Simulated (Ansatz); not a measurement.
**Elastic constants of BePdO3: input and output**

Method: DFT PBEsol, scalar-relativistic, plane waves, PAW in Ansatz 0.2.0.

It can be run as:
```bash
ansatz run input.yaml --threads 1 --pin off --backend cpu --events-out ev --progress --plain --runs-dir out  # memory cap (--max-ram) not shown
```

Input (bare energies are in eV):
```yaml
crystal:
  lattice:
    - [3.8225304567, 0.0, 0.0]
    - [0.0, 3.8225304567, 0.0]
    - [0.0, 0.0, 3.8225304567]
  atoms:
    - { symbol: Be, position: [0.0, 0.0, 0.0] }
    - { symbol: Pd, position: [0.5, 0.5, 0.5] }
    - { symbol: O, position: [0.0, 0.5, 0.5] }
    - { symbol: O, position: [0.5, 0.0, 0.5] }
    - { symbol: O, position: [0.5, 0.5, 0.0] }
basis:
  ecutwfc: 420
kpoints:
  mp_grid: { grid: [10, 10, 10] }
hamiltonian:
  xc: pbesol
scf:
  occupations: { method: fermi_dirac, width: 0.15 }
output:
  forces: true
  stress: true
  eigenvalues: true
elastic:
  mode: clamped_ion
  amplitude: 0.005
```

From the output:
```
--- Elastic constants: 2 strain directions × 4 members + reference (group order 48) ---
  dense FFT box of the reference and of every strained cell: 27×27×27
  strains applied: 11, 23; error gains: componentwise 1.00 (the most a stress slope's error grows in a printed constant), spectral 1.73 (1 for all six strains in a standard setting)
  C = ∂σ_k/∂η_j (tension-positive GPa; Voigt order 11 22 33 23 13 12):
       242.492    124.746    124.746     -0.000     -0.000     -0.000
       124.746    242.492    124.746     -0.000     -0.000     -0.000
       124.746    124.746    242.492     -0.000     -0.000     -0.000
         0.000      0.000     -0.000     16.600      0.000     -0.000
         0.000      0.000     -0.000     -0.000     16.600     -0.000
         0.000      0.000      0.000      0.000      0.000     16.600
  reference stress σ⁰ (GPa):     -0.002     -0.002     -0.002     -0.000      0.000      0.000
  C* (energy form; C + prestress term) asymmetry max|C*_kj − C*_jk| = 1.421e-14 GPa — a small one proves nothing (zero by symmetry where the batch's group is 432, −43m or m−3m); a large one is finite-difference/SCF noise where every solve ...
  moduli (Voigt/Reuss/Hill, GPa): K = 163.99/163.99/163.99   G = 33.51/23.29/28.40   E = 80.55   ν = 0.418
  mechanically stable: yes (min eigenvalue of sym C = 16.60 GPa)
  strain η (Voigt 11):  stress-route row diagonal C_11 = 242.49 GPa, energy-path curvature d²(F+E_count+ΔE)/dδ²/Ω₀ = 242.93 GPa
    cells at ±δ against ±2δ: C11 242.74 and 243.49 GPa, apart by 0.31 % of the column's largest entry
         δ    σ_11 (GPa) F (eV) n_scf n_hpsi n_pw
    -1.000e-2      -2.6013       -8670.9231106      12   69547   1100
    -5.000e-3      -1.2570       -8670.9264367       6   49950   1108
     5.000e-3       1.1704       -8670.9264731       6   52278   1114
     1.000e-2       2.2684       -8670.9234761      10   56276   1130
  strain η (Voigt 23):  stress-route row diagonal C_44 = 16.60 GPa, energy-path curvature d²(F+E_count+ΔE)/dδ²/Ω₀ = 16.99 GPa
    cells at ±δ against ±2δ: C44 16.61 and 16.64 GPa, apart by 0.17 % of the column's largest entry
         δ    σ_23 (GPa) F (eV) n_scf n_hpsi n_pw
    -1.000e-2      -0.1664       -8670.9272630       9   92980   1108
    -5.000e-3      -0.0830       -8670.9274922       5   70338   1108
     5.000e-3       0.0830       -8670.9274922       5   69702   1108
     1.000e-2       0.1664       -8670.9272630       8   74156   1108
```

The cell was built by swapping an element in a database structure (itself possibly hypothetical) and relaxing; it need not be the stable form of this composition. In a metal, frequencies and elastic constants depend on the k mesh and the smearing, soft modes and shear constants most. Spin polarisation was left out, and a magnetic state may lie lower. A semilocal functional can close a gap that the real compound has.

The least eigenvalue is 16.6 GPa; in a metal on this mesh the verdict on stability isn't firm within about 20 GPa or a tenth of the bulk modulus.

Every atom sits on an inversion centre, so no strain shifts the atoms against each other, and clamped-ion and relaxed constants are the same.

Symmetry holds off the tilts and polar distortions that many cubic perovskites undergo.